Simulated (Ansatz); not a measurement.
Relaxed-ion elastic tensor of LiF (rock salt, Fm-3m) in GPa (Voigt order), DFT-LDA in the program Ansatz with PAW potentials; density 2.89 g/cm³, 7.46 Å³ per atom.

|  | 1 | 2 | 3 | 4 | 5 | 6 |
|---|---|---|---|---|---|---|
| 1 | 159 | 51.0 | 51.0 | 0.0 | 0.0 | 0.0 |
| 2 | 51.0 | 159 | 51.0 | 0.0 | 0.0 | 0.0 |
| 3 | 51.0 | 51.0 | 159 | 0.0 | 0.0 | 0.0 |
| 4 | 0.0 | 0.0 | 0.0 | 68.9 | 0.0 | 0.0 |
| 5 | 0.0 | 0.0 | 0.0 | 0.0 | 68.9 | 0.0 |
| 6 | 0.0 | 0.0 | 0.0 | 0.0 | 0.0 | 68.9 |

**Question.** Is the crystal mechanically stable?

**Answer.** Yes: the smallest eigenvalue of C is 68.9 GPa.

**Question.** Work out the Voigt, Reuss and Hill averages.

**Answer.** K_V = 86.9, K_R = 86.9, K_H = 86.9; G_V = 62.8, G_R = 61.9, G_H = 62.4 GPa.

**Question.** Give Young's modulus, Poisson's ratio, Pugh's ratio and the universal anisotropy index.

**Answer.** E = 9KG/(3K + G) = 151 GPa; ν = 0.21; K/G = 1.39 (brittle by the Pugh limit of 1.75); A_U = 5G_V/G_R + K_V/K_R − 6 = 0.07.

**Question.** Estimate the sound speeds and the Debye temperature.

**Answer.** v_l = √((K + 4G/3)/ρ) = 7670 m/s, v_t = √(G/ρ) = 4650 m/s, mean 5140 m/s; Θ = (h/k)(3n/4πV)^(1/3) v_m = 783 K.

**Question.** Give the Zener ratio and Young's modulus along [100], [110] and [111].

**Answer.** A = 2C44/(C11 − C12) = 1.28; 1/E = S11 − 2(S11 − S12 − S44/2)Γ with Γ = 0, 1/4, 1/3 gives 134, 155, 163 GPa.

The cell was relaxed with LDA under the symmetry of its start; phonons on a q-mesh show no instability.

Potentials: the earlier of the program's two PAW sets.
